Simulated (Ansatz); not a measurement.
## Sb2Pt: field gradients at two levels of theory

Cell: a structure deposited in the COD, ions relaxed with PBE at fixed cell.

```cif
data_Sb2Pt
_symmetry_space_group_name_H-M 'Pa-3'
_symmetry_Int_Tables_number 205
_cell_length_a 6.4410
_cell_length_b 6.4410
_cell_length_c 6.4410
_cell_angle_alpha 90.000
_cell_angle_beta 90.000
_cell_angle_gamma 90.000
loop_
_atom_site_label
_atom_site_type_symbol
_atom_site_symmetry_multiplicity
_atom_site_Wyckoff_symbol
_atom_site_fract_x
_atom_site_fract_y
_atom_site_fract_z
Sb Sb 8 c 0.3744 0.3744 0.3744
Pt Pt 4 a 0.0000 0.0000 0.0000
```

One atom of each set is listed.

First run. Method: Kohn–Sham DFT in Ansatz, PBE, plane waves and PAW, scalar-relativistic, 420 eV cutoff, Γ-centred 5×5×5 k-points, Fermi–Dirac smearing 0.05 eV.

| site | V_zz (10²¹ V/m²) | η |
| --- | --- | --- |
| Sb | 6.59 | 0.00 |
| Pt | -6.98 | 0.00 |

Second run. The same atoms and settings, except that the functional is r2SCAN and the cutoff is 500 eV.

**Question.** Given the first result, estimate the second.

**Answer.** 

| site | V_zz | η | change of V_zz |
| --- | --- | --- | --- |
| Sb | 6.66 | 0.00 | +0.07 |
| Pt | -7.32 | 0.00 | -0.34 |

The largest change of V_zz is on Pt, from -6.98 to -7.32. In per cent, |V_zz| changes by +1 on Sb, +5 on Pt (all sites that start above 2).

The run finds no gap above 0.1 eV (a metal, or nearly one), so the gradients can move by 10 % or more with the k-mesh. Spin–orbit coupling is left out, which shifts gradients on Pt by a few per cent in wide-gap crystals, and can shift them far more where the calculated gap is small or absent, as here.
For the first run: At this cell the PBE pressure is 6 GPa, so with PBE the cell would grow if it were relaxed. With these PAW files V_zz is typically within 2 to 3 % of all-electron values, but misses above 10 % occur on Sb.
For the second run: With these PAW files V_zz is typically within 2 to 3 % of all-electron values, but misses above 10 % occur on Pt, Sb.
